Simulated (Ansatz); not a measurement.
WC in space group P6/mmm (No. 191; W on 3f, C on 1a, C on 2d) at seven volumes, PBE in the plane-wave PAW code Ansatz, shape and atoms relaxed at each. One row is withheld.

```
V (Å³/atom)  P (GPa)
-----------  -------
11.379         32.25
11.755             ?
12.130          9.07
12.505          0.00
12.880         -7.72
13.255        -14.25
13.630        -19.81
```

Q: Fit the shown pressures and predict the withheld one.

A: P = (3/2)B₀(x^(7/2) − x^(5/2))[1 + (3/4)(B′ − 4)(x − 1)] with x = (V₀/V)^(2/3). Least squares on the six rows gives V₀ = 12.505 Å³/atom, B₀ = 278 GPa, B′ = 4.38. At V = 11.755, x = 1.0421 and P = 19.69 GPa. The run itself gave 19.73 GPa.

The cell is a constructed one: a structure type filled with these elements; neither database checked (COD, Materials Project) lists it. It is not the phase usual at ambient conditions (space group No. 187). The cell was relaxed with PBE under the symmetry of its start; its stability against distortions is not shown here. No spin polarisation was allowed. Scalar-relativistic: spin–orbit coupling is off unless named, which matters more the heavier the elements.

Potentials: the later of the program's two PAW sets.
